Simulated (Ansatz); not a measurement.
**WB and the effect of the functional**

The cell as given:

```
W B
1.0
    -1.55750    1.55750    8.46500
     1.55750   -1.55750    8.46500
     1.55750    1.55750   -8.46500
W B
4 4
Cartesian
  0.0000 0.0000 13.5948
  0.0000 1.5575 0.8973
  0.0000 1.5575 7.5677
  0.0000 0.0000 3.3352
  0.0000 0.0000 10.9706
  1.5575 0.0000 6.7381
  1.5575 0.0000 1.7269
  0.0000 0.0000 5.9594
```

Kept alike: task relaxation of cell and atoms; k mesh 12 × 12 × 12; occupations fermi-dirac, width 0.05 eV; no spin polarisation. Program: Ansatz, Ansatz PAW. Cutoffs run from 420 to 500 eV. The mesh is that of the run's cell of 8 atoms. No spin-orbit coupling.

| functional | volume (Å³/atom) |
| --- | --- |
| LDA | 10.082 |
| PBEsol | 10.257 |
| r2SCAN | 10.338 |

The relaxations keep at least the cell's symmetry (I4_1/amd). For a metal such a mesh leaves the last digits unconverged. Relaxations stop with a little pressure left, so the last digits of a volume or edge aren't settled. Ansatz's relaxations hold a Pulay term in the stress (up to 0.2 GPa here). All rows use potentials made for PBE.

The volume runs from 10.082 (LDA) to 10.338 Å³/atom (r2SCAN).
